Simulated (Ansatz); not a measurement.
Si3Mo5 in space group I4/mcm (No. 140; Si on 4a, Mo on 4b, Si on 8h, Mo on 16k) at seven volumes, PBEsol (plane waves, PAW; program Ansatz), shape and atoms relaxed at each. One row is withheld.

```tsv
V (Å³/atom)	P (GPa)
12.777	?
13.199	18.13
13.620	8.34
14.041	0.00
14.462	-7.11
14.884	-13.16
15.305	-18.29
```

Task: Fit the shown pressures and predict the withheld one.

Result: Third-order Birch–Murnaghan: P = (3/2)B₀(x^(7/2) − x^(5/2))[1 + (3/4)(B′ − 4)(x − 1)] with x = (V₀/V)^(2/3). Least squares on the six rows gives V₀ = 14.041 Å³/atom, B₀ = 256.2 GPa, B′ = 4.38. At V = 12.777, x = 1.0649 and P = 29.73 GPa. The run itself gave 29.62 GPa.

The workflow started from an entry of the Crystallography Open Database (COD). Its standing as an ambient phase is unchecked. Symmetry was held in the PBEsol relaxation; whether a distortion lowers the energy is not shown. The run is not spin-polarised.

Potentials: the later of the program's two PAW sets.
